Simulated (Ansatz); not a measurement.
MoF$_{6}$:
```yaml
crystal:
  lattice:
    - [-3.20092, 3.20092, 3.20092]
    - [3.20092, -3.20092, 3.20092]
    - [3.20092, 3.20092, -3.20092]
  atoms:
    - { symbol: Mo, position: [0.00000, 0.00000, 0.00000] }
    - { symbol: F, position: [0.71433, 0.71433, 0.00000] }
    - { symbol: F, position: [0.28567, 0.28567, 0.00000] }
    - { symbol: F, position: [0.00000, 0.71433, 0.71433] }
    - { symbol: F, position: [0.00000, 0.28567, 0.28567] }
    - { symbol: F, position: [0.71433, 0.00000, 0.71433] }
    - { symbol: F, position: [0.28567, 0.00000, 0.28567] }
```

Relaxed with r²SCAN+D4.

Problem. Give the Bader charges and basin volumes of the independent atoms, r²SCAN+D4 in the plane-wave PAW code Ansatz.

Solution. 

| atom | Bader charge (e) | Bader volume (Å³) |
|---|---|---|
| Mo1 | +3.25 | 7.9 |
| F2 | -0.54 | 16.3 |

Space group Im-3m. The workflow started from a Materials Project entry (that database holds measured and hypothetical structures alike); the Crystallography Open Database copy checked does not list it. COD files the formula under space group No. 62. Whether it is the stable phase at ambient conditions was not checked. The r²SCAN+D4 relaxation kept the symmetry of its start; its stability against distortions is not shown here. The run is not spin-polarised. No Hubbard U is applied.

Potentials: the later of the program's two PAW sets.
